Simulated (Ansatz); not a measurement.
An Ansatz input (plane waves, PAW) for rocksalt-structured ReP that has something wrong with it:

```yaml
crystal:
  lattice:
    - [0.0, 2.445850978, 2.445850978]
    - [2.445850978, 0.0, 2.445850978]
    - [2.445850978, 2.445850978, 0.0]
  atoms:
    - { symbol: Re, position: [0.5, 0.5, 0.5] }
    - { symbol: P, position: [0.0, 0.0, 0.0] }
basis:
  ecutwfc: 500
  ecutrho_ratio: 1
kpoints:
  mp_grid: { grid: [12, 12, 12] }
hamiltonian:
  xc: r2scan
scf:
  occupations: { method: gaussian, width: 0.05 }
  max_iter: 75
output:
  forces: true
  stress: true
```

Launched as:
```sh
ansatz run input.yaml --threads 2 --pin off --max-ram 2662MiB --backend cpu --events-out ev --progress --plain --runs-dir out
```

What the program printed:

```
Warning: basis.ecutrho_ratio = 1 (ecutrho = 500 eV) is below the records' recommended 2000 eV
```

```
SCF iter   1: F=—  HF=-11638.886046 eV  |F-HF|=—  |Δ(HF+E_count)|=         —  Δρ=1.28e-2  dr2=5.18e-2  dr2_τ=1.10e-1  ethr=1.77e-3  ⟨swp⟩=6.1  Hψ=5907  notcnv=0
SCF iter   2: F=—  HF=-11638.934103 eV  |F-HF|=—  |Δ(HF+E_count)|=   4.81e-2  Δρ=5.08e-3  dr2=2.19e-3  dr2_τ=2.42e-3  ethr=2.59e-4  ⟨swp⟩=2.9  Hψ=2546  notcnv=0  defer=1
SCF iter   3: F=—  HF=-11638.936054 eV  |F-HF|=—  |Δ(HF+E_count)|=   1.95e-3  Δρ=2.65e-3  dr2=4.77e-4  dr2_τ=5.88e-6  ethr=1.09e-5  ⟨swp⟩=3.0  Hψ=1732  notcnv=0  defer=1
SCF iter   4: F=—  HF=-11638.936725 eV  |F-HF|=—  |Δ(HF+E_count)|=   6.71e-4  Δρ=1.53e-4  dr2=2.08e-6  dr2_τ=3.39e-7  ethr=2.38e-6  ⟨swp⟩=2.0  Hψ=1731  notcnv=0  defer=1
SCF iter   5: F=—  HF=-11638.936731 eV  |F-HF|=—  |Δ(HF+E_count)|=   5.91e-6  Δρ=3.57e-5  dr2=1.58e-7  dr2_τ=6.15e-8  ethr=1.04e-8  ⟨swp⟩=2.0  Hψ=1722  notcnv=0  defer=1
SCF iter   6: F=-11638.936731 eV  HF=-11638.936731 eV  |F-HF|=1.77e-9  |Δ(HF+E_count)|=   1.50e-7  Δρ=6.63e-6  dr2=9.93e-9  dr2_τ=2.49e-9  ethr=5.00e-10  ⟨swp⟩=4.8  Hψ=3662  notcnv=0
```

```
SCF 1 converged in 6 iterations: F = -11638.936731 eV  dr2 = 9.93e-9
SCF converged after 6 iterations
Free energy (F): -11638.936731 eV
E sigma→0 (E₀):  -11638.935446 eV
Entropy (-TS):   -0.002571 eV (-1.286 meV/atom)
Fermi energy:    18.001932 eV
--- Forces (eV/Å), atoms counted from 1 ---
  atom   1  Re     0.00000000     0.00000000     0.00000000
  atom   2  P      0.00000000     0.00000000     0.00000000
--- Stress (GPa, compression-positive) ---
        9.201576       0.000000       0.000000
        0.000000       9.201576       0.000000
        0.000000       0.000000       9.201576
  P = ⅓ Tr σ = 9.2016 GPa (92.016 kbar)
settings of this run that can trade accuracy for cost: basis.ecutrho_ratio < 4. Do not mix this run's numbers with those of runs without the same settings; the input reference describes each key
```

**Question.** What is wrong with it?

**Answer.** A density cutoff of only 1 times the waves' cutoff, where the density, a product of two waves, needs 4 times. Against the sound input: basis.ecutrho_ratio: 4 → 1 (the cap on iterations is only a precaution).

The run converged all the same; its pressure of 9 GPa shows the fault against the sound run's. Its energy lies -126 meV/atom from the sound one. Run time: 2.7 s on 2 threads of Arm Neoverse V1, with other jobs on the host, peak memory 0.34 GiB. The run before the change (r²SCAN, 500 eV, 12×12×12 mesh) gave:

| run | P (GPa) | gap on the mesh (eV) | cell moment (μB) | largest force component (eV/Å) |
| --- | --- | --- | --- | --- |
| sound | 0.0 | metal | – | 0.000 |
| spoiled | 9.2 | metal | – | 0.000 |

The start was a prototype's sites filled with these elements, not a measured cell.

Of that run: A displaced or strained copy of the relaxed cell lay 5.1 meV/atom lower, so the structure isn't a true minimum at this level, unless the mesh, which matters in a metal, makes it so.
